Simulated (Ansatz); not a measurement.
CuAu, DFT, PBEsol, all-electron PAW with datasets made for the crystal, scalar-relativistic (Ansatz 0.2.0), run on 1 thread of Arm Neoverse V1 on a shared host.

The cell is COD entry 9004223, as deposited and not checked against the literature; nothing was relaxed.

Command: `ansatz run input.yaml --threads 1 --pin off --max-ram 3072MiB --backend cpu --events-out ev --progress --plain --runs-dir out`

```yaml
crystal:
  lattice:
    - [2.8, 0.0, 0.0]
    - [0.0, 2.8, 0.0]
    - [0.0, 0.0, 3.67]
  atoms:
    - { symbol: Cu, position: [0.5, 0.5, 0.5] }
    - { symbol: Au, position: [0.0, 0.0, 0.0] }
kpoints:
  mp_grid: { grid: [13, 13, 10] }
  band_path:
    path:
      - [0.0, 0.0, 0.0]
      - [0.0, 0.5, 0.0]
      - [0.5, 0.5, 0.0]
      - [0.0, 0.0, 0.0]
      - [0.0, 0.0, 0.5]
      - [0.0, 0.5, 0.5]
      - [0.5, 0.5, 0.5]
      - [0.0, 0.0, 0.5]
      - [0.0, 0.5, 0.0]
    npoints: 8
scf:
  occupations: { method: fermi_dirac, width: 0.05 }
hamiltonian:
  xc: pbesol
  pseudopotentials: { kind: all_electron, datasets: crystal }
output:
  forces: true
  stress: true
  eigenvalues: true
  efg: { contact_densities: true }
```

(1) How large is the problem that the program sets up?

(2) About how long does it take, and how much memory does it use?

(3) And the same cell and mesh by all-electron LAPW, asked for forces, stress, eigenvalues, fatbands, populations, dos and the same band path, on the same hardware?

(4) And the same cell and mesh by frozen-core PAW, asked for forces, stress, eigenvalues, efg, populations, bader, dos, write_density, write_potential, elf and the same band path, on the same hardware?

## Answers

(1) 168 irreducible k-points, 311 plane waves at Γ, 15 bands.

(2) 37 s of wall time for 11 SCF iterations, with a peak of 0.74 GiB. Times on shared machines scatter by tens of per cent.

(3) 2.4 min, peak memory 0.91 GiB.

(4) 24 s, peak memory 0.46 GiB.
